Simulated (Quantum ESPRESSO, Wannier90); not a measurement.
Wannier functions of P (Cmce)

```
CELL_PARAMETERS angstrom
      3.29549     0.00000     0.00000
      0.00000     0.00000    -4.54364
     -1.64775     5.46504     0.00000
ATOMIC_POSITIONS crystal
  P  0.59586 0.08882 0.19172
  P  0.40414 0.91118 0.80828
  P  0.90414 0.58882 0.80828
  P  0.09586 0.41118 0.19172
```

Cell from Materials Project (mp-157), symmetrised, no further relaxation. COD (Crystallography Open Database) has the formula in 3 space groups, this one among them (matched by group alone). Method: PBE plane waves in Quantum ESPRESSO 7.5 (PseudoDojo norm-conserving files, 36 Ry, no spin polarisation, no spin-orbit coupling), Bloch states on a 10×8×10 mesh through Γ, Wannier90 4.0.1. Density: 10×8×10 mesh, cold smearing 0.01 Ry. The cell is built of weakly bound layers, chains or molecules, whose nearest atoms lie 3.84 Å apart. Database cells relaxed without dispersion often hold them too far apart, which can enlarge gaps and weakens couplings between them; spacing and stacking were not compared with the measured crystal. The gap is small at this level and was sampled on the meshes and a path alone.

Base run: 16 functions from bands 1-26 of the 26 computed, start hydrogen-like P: s;p, centres 0.05 Å off the atoms, frozen window up to 1.59 eV relative to the valence-band maximum, outer window open. One setting was then changed (edges relative to the valence-band maximum; misfit to pw.x on a path, for states up to 1.1 eV relative to the valence-band maximum).

```csv
run,Ω_I (Å²),rms misfit (meV),worst (meV)
base,21.51,4.2,58
changed,18.77,193,1605
```

Task: Which change was made?
A) only the lowest 23 of the kept bands
B) only the lowest 21 of the kept bands
C) frozen window to -1.41 eV

Result: C, frozen window to -1.41 eV. The others give:

```tsv
run	Ω_I (Å²)	rms misfit (meV)	worst (meV)
only the lowest 21 of the kept bands	24.43	2.3	23
only the lowest 23 of the kept bands	22.85	3.3	44
```
